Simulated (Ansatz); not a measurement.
NbPd3: strain energy, fitted

NbPd3, I4/mmm, a = 3.901 Å, c = 8.026 Å. The structure is a COD entry; whether it is the stable form wasn't checked. Ansatz: r2SCAN, PAW, 500 eV, Γ-centred 10×10×6 mesh on 8 atoms, Gaussian smearing 0.10 eV; no spin polarisation. Series: strain along c alone, the other axes held, atoms fixed by symmetry; x is the strain in per cent. y is the free energy over the unstrained cell, V0 = 15.266 Å³/atom.

| x (%) | y (meV/atom) |
| --- | --- |
| -3.0 | ? |
| -2.0 | 6.05 |
| -1.0 | 1.46 |
| 0.0 | 0.00 |
| 1.0 | 1.51 |
| 2.0 | 5.82 |
| 3.0 | 12.79 |

Q: Fit y = c2 x² + c3 x³ to the other rows, turn c2 into a modulus, and predict the missing energy.

A: Least squares on the rows shown. y = 1.478 x² − 0.01822 x³. In eV per unit strain² c2 is 14.78; this is C33 with relaxed ions (E = ½ C33 V0 ε²): 2 × 14.78 × 160.2 / (15.266) = 310 GPa. The unstrained cell keeps some stress along the strain, worth a slope of 0.05 meV/atom per %, which the form leaves out. At x = -3.0 the fit asked for gives 13.79 meV/atom. The run gave 13.96 meV/atom, so the fit is 0.17 meV/atom too low, 1.2 % of the span of the series, against an rms of 0.04 meV/atom on the fitted rows. The row lies outside the fitted range. With a term in x⁴ added, a fit to the same known rows predicts 13.55 meV/atom, further off still.

Cost: 7 runs of about 11 core-minutes in all, on Arm Neoverse V1 (shared hosts).